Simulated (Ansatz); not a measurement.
C:
Space group P6₃/mmc (No. 194); a = b = 2.508 Å, c = 12.369 Å, α = β = 90.00°, γ = 120.00°

```csv
atom,site,symmetry,x,y,z
C,4f,3m.,0.6667,0.3333,0.1451
C,4f,3m.,0.6667,0.3333,0.0208
C,4e,3m.,0.0000,0.0000,0.1869
```

Relaxed with PBEsol.

### Question
Decompose the optical modes at the zone centre into irreducible representations, and say which are infrared and Raman allowed.

### Answer
Point group 6/mmm: Γ_opt = 3A1g + 2A2u + 3B1g + 3B2u + 3E1g + 2E1u + 3E2g + 3E2u. Infrared: A2u, E1u. Raman: A1g, E1g, E2g.

### Question
Assign frequencies (DFPT, PBEsol in the plane-wave PAW code Ansatz).

### Answer
E2u 287, E2g 297, E1g 470, E1u 484, B1g 486, B2u 492, E2u 536, A2u 874, A1g 879, B2u 1059, E2g 1211, E1u 1224, E1g 1238, B1g 1246, A1g 1277, E2g 1278, E2u 1279, B2u 1295, A2u 1298, E1g 1307, A1g 1309, B1g 1318 cm⁻¹.

Subscripts of B labels follow the axes of the standard setting.

Space group P6_3/mmc. The first step of the workflow began from a Materials Project structure, measured or hypothetical. Its sites differ from those of the usual phase in this space group: another stacking or structure type. The PBEsol relaxation kept the symmetry of its start; phonons on a q-mesh show no instability.

Potentials: the later of the program's two PAW sets.
